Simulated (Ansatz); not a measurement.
Input:

Starting cell, BAs (zinc blende):

```
BAs
1.0
    0.00000     4.78390     4.78390
    2.39195     2.39195     4.78390
    2.39195     2.39195     0.00000
As B
2 2
Direct
  0.00000   0.75000   0.75000
  0.50000   0.75000   0.75000
  0.00000   0.00000   0.00000
  0.50000   0.00000   0.00000
```

A phonon eigenvector at X = (0.5, 0.5, 0.0) is frozen into this cell: atom i moves by Q times the vector below, so Q is the largest atomic displacement, in Å. The cell is held. (q is in reciprocal vectors of the primitive cell; the cell shown is doubled to hold the pattern.)

```tsv
atom	x	y	z
B3	0.000	0.000	-1.000
B4	0.000	0.000	1.000
```

Atoms not listed stay in place.

These are r2SCAN (plane waves to 500 eV, PAW, scalar-relativistic; Ansatz, a first-principles code) values and carry that method's errors. k mesh 12×12×12 (Γ-centred), Fermi-Dirac smearing 0.05 eV. The energy includes the smearing's −TS. BAs was relaxed with its symmetry unable to fall. ΔE is measured from the undisplaced structure.

The scan covers Q from -0.180 to 0.180 Å in 13 points.

Q: Which space group does the distorted structure have?

A: P-4m2 (No. 115), lowered from F-43m.

Q: What is the energy change at Q = 0.180 Å?

A: 691 meV/cell.

Q: What harmonic wavenumber does the curvature at Q = 0 give?

A: 737 cm⁻¹.

(A displaced cell: forces are minus the slopes of the energy, force constants its curvatures, and phonons follow from these.)
